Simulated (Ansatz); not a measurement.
VPt:
Space group P4/mmm (No. 123); a = b = 2.6841 Å, c = 3.8869 Å, α = β = γ = 90.00°

```
atom  site  symmetry       x       y       z
----  ----  --------  ------  ------  ------
Pt      1a     4/mmm  0.0000  0.0000  0.0000
V       1d     4/mmm  0.5000  0.5000  0.5000
```

Relaxed at zero pressure with r²SCAN in the plane-wave PAW code Ansatz.

### Question
The volume is raised by 3 % and shape and atoms relax at that volume. What pressure results, and how do the axes share the change?

### Answer
-7.2 GPa; a 1.0 %, b 1.0 %, c 1.0 %; the energy rises by 10 meV/atom.

### Question
Give the new structure.

### Answer

Space group P4/mmm (No. 123); a = b = 2.710 Å, c = 3.927 Å, α = β = γ = 90.00°

```
atom  site  symmetry       x       y       z
----  ----  --------  ------  ------  ------
Pt      1a     4/mmm  0.0000  0.0000  0.0000
V       1d     4/mmm  0.5000  0.5000  0.5000
```

The phase is kept; no other phase was compared at this pressure.

The workflow started from an entry of the Crystallography Open Database (COD). Whether it is the stable phase at ambient conditions was not checked. The cell was relaxed with r²SCAN under the symmetry of its start; its stability against distortions is not shown here. The workflow began spin-polarised and lost its moments. Axis ratios of metals converge slowly with the k-mesh, so a and c are less sure than the volume. Scalar-relativistic: spin–orbit coupling is off unless named, which matters more the heavier the elements.

Potentials: the later of the program's two PAW sets.
